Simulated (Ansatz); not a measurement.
A frame of Ag8S from dynamics at 2200 K, with the forces (eV/Å) computed on a k mesh in the last three columns. All numbers below come from DFT PBE, scalar-relativistic, plane waves, PAW (Ansatz).

Cutoff 420 eV; k points 3×3×4 on the computed 18-atom cell (Γ-centred); Fermi–Dirac smearing, width 0.19 eV; no spin polarisation.

```xyz
18
Lattice="7.330 0.160 0.115 0.160 7.047 -0.015 0.115 -0.015 6.874" Properties=species:S:1:pos:R:3:forces:R:3 pbc="T T T"
Ag    4.014    4.261    1.359    0.080    0.430   -1.860
Ag    7.119    6.345    6.076   -1.250    0.000    0.520
Ag    5.216    3.581    3.589   -0.030    1.080    0.500
Ag    2.849    1.115    3.668   -0.410    0.250   -0.140
Ag    7.338    4.674    1.454   -0.760   -1.040    0.860
Ag    2.405    4.611    3.309   -0.730    0.030    0.450
Ag    4.601    6.730    1.872   -0.300   -1.150   -0.260
Ag    2.001    3.847    6.055   -0.890    0.590   -0.340
Ag    0.771    1.857    0.883    0.000   -0.210    0.000
Ag    4.572    6.158    5.640   -1.360   -1.540    0.420
Ag    3.464    1.798    6.320   -0.380   -0.870   -0.440
Ag    7.029    6.958    2.797    1.140    0.250    0.320
Ag    5.431    1.229    4.676    0.990    0.110   -0.200
Ag    0.364    2.325    3.603    0.470    0.510    0.340
Ag    6.169    3.398    6.365   -0.070   -0.020   -0.780
Ag    1.877    6.203    0.885    1.240    0.890    0.280
S     4.346    1.940    1.526    0.550    0.300    0.940
S     1.886    6.253    5.126    1.710    0.410   -0.590
```

Static pressure 5.5 GPa (no kinetic part), no gap on the mesh.

Counting as bonded all pairs within 1.2 times the summed covalent radii:

```tsv
atom → neighbour	mean count	mean length (Å)	spread (Å)
Ag → Ag	8.62	2.98	0.27
Ag → S	0.69	2.53	0.19
S → Ag	5.50	2.53	0.19
```

Angles between all pairs of such bonds at an atom (mean ± spread): 97 ± 33° at Ag, 102 ± 31° at S.

Cost: 1 run of about 4 core-minutes, on Arm Neoverse V1 (shared hosts).